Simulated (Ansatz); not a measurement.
Relaxed Cu (fcc, Cu type):

```
CELL_PARAMETERS angstrom
      3.56339     0.00000     0.00000
      0.00000     3.56339     0.00000
      0.00000     0.00000     3.56339
ATOMIC_POSITIONS crystal
  Cu 0.00000 0.00000 0.00000
  Cu 0.50000 0.50000 0.00000
  Cu 0.50000 0.00000 0.50000
  Cu 0.00000 0.50000 0.50000
```

Computed with PBEsol (plane waves to 420 eV, PAW, scalar-relativistic; Ansatz, an electronic-structure program). k mesh 11×11×11 (Γ-centred), Fermi-Dirac smearing 0.05 eV. With partly filled bands, energies and forces of such displacements shift with the k mesh and the smearing. Cu is run without spin polarisation. Cu was relaxed with its symmetry unable to fall. The PAW data are Ansatz's earlier set.

One atom of the cell was then moved (with its periodic images), all else fixed, and the forces (eV/Å) came out as:

```csv
atom,Fx,Fy,Fz
Cu1,0.012,0.000,0.000
Cu2,-0.802,0.000,0.000
Cu3,-0.802,0.000,0.000
Cu4,1.593,0.000,0.000
```

Task: Which atom was moved, and by which vector (Å)?

Result: Cu4, by (-0.20, 0.00, 0.00), 0.20 Å in all.

(For displaced atoms, the force is minus the slope of the energy, and its curvature is a force constant, which sets phonon frequencies.)
